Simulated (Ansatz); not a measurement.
Relaxation of a generated cell, SrTiO3 placed in the LiNbO3 structure type; 10 atoms in the cell, which starts as R3c, hexagonal axes (No. 161), hR10; a = b = 5.570 Å, c = 14.710 Å, α = β = 90.00°, γ = 120.00°. Level of theory: r2SCAN (plane waves to 500 eV, PAW, scalar-relativistic; Ansatz, a quantum-chemistry and plane-wave program). Γ-centred k-mesh 5×5×5 on the run's cell (coarser than for final values), Fermi–Dirac smearing 0.05 eV. This is the first round of the run. 

The optimiser's lines from the output (shortened; P is positive under compression):

```
relax step   1: F+E_penalty+E_count = -15545.56291075 eV  Δ(F+E_penalty+E_count) = +0.000e0 eV  max|allowed force component| = 2.956e0 eV/Å  Δτ_max = 0.0000 Å  P = -6.786 GPa  Ω = 131.745 Å³  (10 SCF iters, dr2 threshold 1.00e-7 eV, accepted)
relax step   2: F+E_penalty+E_count = -15548.43117870 eV  Δ(F+E_penalty+E_count) = -2.868e0 eV  max|allowed force component| = 1.228e0 eV/Å  Δτ_max = 0.1985 Å  P = -6.804 GPa  Ω = 126.950 Å³  (8 SCF iters, dr2 threshold 1.00e-6 eV, accepted)
relax step   3: F+E_penalty+E_count = -15549.25681235 eV  Δ(F+E_penalty+E_count) = -8.256e-1 eV  max|allowed force component| = 4.691e-1 eV/Å  Δτ_max = 0.1773 Å  P = +5.366 GPa  Ω = 117.319 Å³  (7 SCF iters, dr2 threshold 1.00e-6 eV, accepted)
relax step   4: F+E_penalty+E_count = -15549.42174770 eV  Δ(F+E_penalty+E_count) = -1.649e-1 eV  max|allowed force component| = 6.178e-2 eV/Å  Δτ_max = 0.2000 Å  P = -0.112 GPa  Ω = 119.792 Å³  (8 SCF iters, dr2 threshold 1.00e-6 eV, accepted)
relax step   5: F+E_penalty+E_count = -15549.48211530 eV  Δ(F+E_penalty+E_count) = -6.037e-2 eV  max|allowed force component| = 1.254e-1 eV/Å  Δτ_max = 0.0268 Å  P = -0.908 GPa  Ω = 120.239 Å³  (6 SCF iters, dr2 threshold 1.00e-6 eV, accepted)
relax step   6: F+E_penalty+E_count = -15549.48982612 eV  Δ(F+E_penalty+E_count) = -7.711e-3 eV  max|allowed force component| = 8.822e-3 eV/Å  Δτ_max = 0.0191 Å  P = +0.155 GPa  Ω = 119.452 Å³  (6 SCF iters, dr2 threshold 1.00e-6 eV, accepted)
relax step   7: F+E_penalty+E_count = -15549.48990377 eV  Δ(F+E_penalty+E_count) = -7.765e-5 eV  max|allowed force component| = 2.435e-3 eV/Å  Δτ_max = 0.0048 Å  P = -0.005 GPa  Ω = 119.602 Å³  (6 SCF iters, dr2 threshold 1.02e-7 eV, accepted)
relax step   8: F+E_penalty+E_count = -15549.48287886 eV  Δ(F+E_penalty+E_count) = +7.025e-3 eV  max|allowed force component| = 9.678e-4 eV/Å  Δτ_max = 0.0000 Å  P = -0.008 GPa  Ω = 119.602 Å³  stress off target by 1.78e-2 GPa  SCF on the basis re-selected at this cell (its energy is not comparable with the rows above)  (7 SCF iters)
```

From the first to the last row the energy changes by -0.39 eV/atom and the volume by -9.2 %. The last row is marked as not comparable with the walk above it, whose basis was carried along; it does compare with step 1, since both stand on a basis selected at the nominal cutoff for their own cell.

Later rounds, restarted from the end of this one on a renewed k-mesh, logged 2 more steps and released under 1 meV/atom more. The final structure after all rounds: R3c, hexagonal axes (No. 161), hR10; a = b = 5.5305 Å, c = 13.5455 Å, α = β = 90.00°, γ = 120.00°. Between re-selections the logged energies stand on a plane-wave basis carried along with the cell. No spin polarisation in the result.

The run could not lose the symmetry of its start: the end is stationary, and may be a saddle point rather than a minimum.

The relaxed structure here is a generated cell of SrTiO3: the first start was made by placing the elements on the sites of a structure type, and the end was not matched to a known phase here, so it may be hypothetical. Known forms of SrTiO3 include space group No. 221.
